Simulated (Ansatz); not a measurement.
A geometry of ZnSiP₂ away from equilibrium: the start of the relaxation of a relaxed ZnSiP2 cell displaced along its unstable phonon at q = Γ (118i cm⁻¹), largest move 0.15 Å. All values below come from PBEsol (plane waves to 420 eV, PAW, scalar-relativistic; Ansatz, an electronic-structure program). Γ-centred k-mesh 11×11×3 on the run's cell (coarser than for final values), Fermi–Dirac smearing 0.05 eV.

```xyz
8
Lattice="3.4124 0.0000 0.0000 -1.7062 2.9553 0.0000 0.0000 0.0000 12.2676" Properties=species:S:1:pos:R:3 pbc="T T T"
Zn     0.0000     1.9702     9.2007
Zn     1.7062     0.9851     3.0669
P      0.0000     1.8202     1.3880
P      1.7062     1.1351     7.5218
P      1.7062     0.8351    10.8796
P      0.0000     2.1202     4.7458
Si     0.0000    -0.0433     0.0000
Si     0.0000     0.0433     6.1338
```

Predict the force on each atom, in eV/Å.


```csv
atom,Fx,Fy,Fz
Zn1,0.00,-0.04,-0.03
Zn2,0.00,0.04,-0.03
P3,0.00,-0.03,-0.03
P4,0.00,0.03,-0.03
P5,0.00,-0.13,0.07
P6,0.00,0.13,0.07
Si7,0.00,-0.20,-0.02
Si8,0.00,0.20,-0.02
```

What is the pressure?

+0.5 GPa, compression positive.

No spin polarisation in the result.

The run could not lose the symmetry of its start: the end is stationary, and may be a saddle point rather than a minimum.

The end of the path is a generated cell of ZnSiP2: the first start was made by placing the elements on the sites of a structure type, and the end was not matched to a known phase here, so it may be hypothetical.
